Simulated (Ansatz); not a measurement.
One starting cell of ZnCu2SnSe4 (a generated cell, ZnCu2SnSe4 placed in the stannite structure type) was relaxed twice with Ansatz (plane waves, PAW, scalar-relativistic): with r2SCAN at 500 eV and with PBE at 420 eV. The r2SCAN result:

```cif
data_Cu2Se4SnZn
_chemical_formula_sum 'Cu2 Zn1 Se4 Sn1'
_space_group_name_H-M_alt 'P 1'
_space_group_IT_number 1
_cell_length_a 6.98230
_cell_length_b 6.98230
_cell_length_c 6.98230
_cell_angle_alpha 131.901
_cell_angle_beta 131.901
_cell_angle_gamma 70.385
loop_
_space_group_symop_operation_xyz
  'x, y, z'
loop_
_atom_site_label
_atom_site_type_symbol
_atom_site_fract_x
_atom_site_fract_y
_atom_site_fract_z
_atom_site_occupancy
Cu1 Cu 0.25000 0.75000 0.50000 1
Cu2 Cu 0.75000 0.25000 0.50000 1
Zn1 Zn 0.00000 0.00000 0.00000 1
Se1 Se 0.37541 0.89312 0.00000 1
Se2 Se 0.10688 0.10688 0.48229 1
Se3 Se 0.62459 0.62459 0.51771 1
Se4 Se 0.89312 0.37541 0.00000 1
Sn1 Sn 0.50000 0.50000 0.00000 1
```

```
quantity          r2SCAN     PBE
----------------  ------  ------
space group        I-42m   I-42m
volume (Å³/atom)   23.10   23.93
a (Å)              5.691   5.765
c (Å)             11.412  11.522
```

Both levels end in the same structure; PBE's volume is 3.6 % larger. Neither column is exact.

No spin polarisation in the result.

The run could not lose the symmetry of its start; a randomly shaken copy of 8 atoms returns to this structure.

The first start was generated by placing the elements on the sites of a structure type. A measured structure of ZnCu2SnSe4 has the same space group, I-42m (No. 121); the sites were not compared with it. Another known form has space group No. 82.

Ansatz is a quantum-chemistry and plane-wave program.
